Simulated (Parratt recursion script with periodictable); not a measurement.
**Surface roughness and fringe height: SrTiO3 on Si**

```
layer, from the top  thickness (Å)  density (g/cm³)  rms roughness of its top face (Å)  ρ (10⁻⁶ Å⁻²)  ρ″ (10⁻⁶ Å⁻²)
-------------------  -------------  ---------------  ---------------------------------  ------------  -------------
SrTiO3                         300            5.086                             varied         3.516   3.421 × 10⁻⁴
Si (substrate)                   –            2.313                                3.2         2.059   2.358 × 10⁻⁵
```

ρ and ρ″ are the real and imaginary parts of the scattering length density. Vacuum lies above.

Densities are inputs, not measurements. They were set from computed cells of the Materials Project: SrTiO3 from entry mp-5229 (Pm-3m, 5.086 g/cm³); Si from entry mp-149 (Fd-3m, 2.313 g/cm³). A layer's crystal structure does not enter its constants, only its composition and density.

Model: specular neutron reflectivity, Parratt recursion, Névot-Croce roughness, natural isotopes, no magnetic scattering. Program: Parratt recursion script with periodictable 1.7.1.

Neutron wavelength 4.75 Å. Q is scanned from 0.004 to 0.15 Å⁻¹ in 600 evenly spaced points, and the curve is smoothed with a Gaussian of 0.001 Å⁻¹ full width. A maximum is a scan point above both neighbours; its place and height come from a parabola through R at the three points.

The table follows two fringe maxima, those next to orders 3.5 and 5.5 of m = (d/2π)(Q² − 16πρ)^½, through runs that differ in the roughness σ₁ of the film surface alone.

| σ₁ (Å) | Q of the first (Å⁻¹) | R there | Q of the second (Å⁻¹) | R there |
|---|---|---|---|---|
| 0 | 0.0730 | ? | 0.1150 | ? |
| 6.9 | 0.0730 | 1.13 × 10⁻⁴ | 0.1149 | 1.39 × 10⁻⁵ |

Task: Estimate the two heights for σ₁ = 0 Å.

Result: At a maximum the amplitudes from the film's two faces add: R ≈ (|r₁|g₁ + |r₂|g₂A)². Here q₀ = Q, qⱼ = (Q² − 16πρⱼ)^½ (1 film, 2 substrate), |r₁| = |q₀² − q₁²|/(q₀ + q₁)², |r₂| = |q₁² − q₂²|/(q₁ + q₂)² with the numerators taken from the constants, g₁ = exp(−q₀q₁σ₁²/2), g₂ = exp(−q₁q₂σ₂²/2), and A = exp(−8πρ″₁d/q₁) for absorption in the film.

Check on a shown row, σ₁ = 6.9 Å, second maximum: q₀ = 0.1149, q₁ = 0.1141, q₂ = 0.1144 Å⁻¹; |r₁| = 0.00337, |r₂| = 0.00140; g₁ = 0.732, g₂ = 0.935, A = 1.000; R ≈ 1.43 × 10⁻⁵ against 1.39 × 10⁻⁵ in the table.

- σ₁ = 0 Å, first maximum: q₀ = 0.0730, q₁ = 0.0718, q₂ = 0.0723 Å⁻¹; |r₁| = 0.00843, |r₂| = 0.00353; g₁ = 1.00, g₂ = 0.974, A = 1.000; R ≈ 1.41 × 10⁻⁴.
- σ₁ = 0 Å, second maximum: q₀ = 0.1150, q₁ = 0.1142, q₂ = 0.1145 Å⁻¹; |r₁| = 0.00336, |r₂| = 0.00140; g₁ = 1.00, g₂ = 0.935, A = 1.000; R ≈ 2.18 × 10⁻⁵.

The run gave 1.35 × 10⁻⁴ and 2.14 × 10⁻⁵; the estimates are 1.04 and 1.02 times these.
